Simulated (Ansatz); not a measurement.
## Structure relaxation, K

The start is a generated trial cell of K in the omega structure type. Cell shape, volume and atoms are optimised at zero target pressure with r2SCAN (plane waves to 500 eV, PAW, scalar-relativistic; Ansatz, a first-principles code). The first steps use a coarse 5×5×7 k-mesh.

The start:
```yaml
crystal:
  lattice:
    - [7.38835, 0.00000, 0.00000]
    - [-3.69418, 6.39850, 0.00000]
    - [0.00000, 0.00000, 4.49372]
  atoms:
    - { symbol: K, position: [0.00000, 0.00000, 0.00000] }
    - { symbol: K, position: [0.33333, 0.66667, 0.50000] }
    - { symbol: K, position: [0.66667, 0.33333, 0.50000] }
```

Task: How much energy is released per atom?

Result: 0.01 eV/atom.

Task: What band gap does the relaxed structure have at this level?

Result: No gap (metallic).

Task: What does it relax into? Give the structure.

Result: 
```cif
data_K3
_chemical_formula_sum 'K3'
_space_group_name_H-M_alt 'P6/mmm'
_space_group_IT_number 191
_space_group_name_Hall '-P 6 2'
_cell_length_a 7.63967
_cell_length_b 7.63967
_cell_length_c 4.56626
_cell_angle_alpha 90.000
_cell_angle_beta 90.000
_cell_angle_gamma 120.000
loop_
_atom_site_label
_atom_site_type_symbol
_atom_site_symmetry_multiplicity
_atom_site_Wyckoff_symbol
_atom_site_fract_x
_atom_site_fract_y
_atom_site_fract_z
_atom_site_occupancy
K1 K 1 a 0.00000 0.00000 0.00000 1
K2 K 2 d 0.33333 0.66667 0.50000 1
```

The space group stays P6/mmm (No. 191) (the run could not lower it), with 3 atoms in the primitive cell. Final values are on a 7×7×10 k-mesh of the relaxed cell. No spin polarisation in the result.

The run could not lower the symmetry of its start; a shaken copy of this end point relaxes with r2SCAN to P-1 (No. 2) at a tolerance of 0.01 Å, Immm (No. 71) at 0.1 Å, 0.01 eV/atom lower.

The relaxed structure here is a generated cell of K: the first start was made by placing the elements on the sites of a structure type, and the end was not matched to a known phase here, so it may be hypothetical. Known forms of K include space group No. 229.
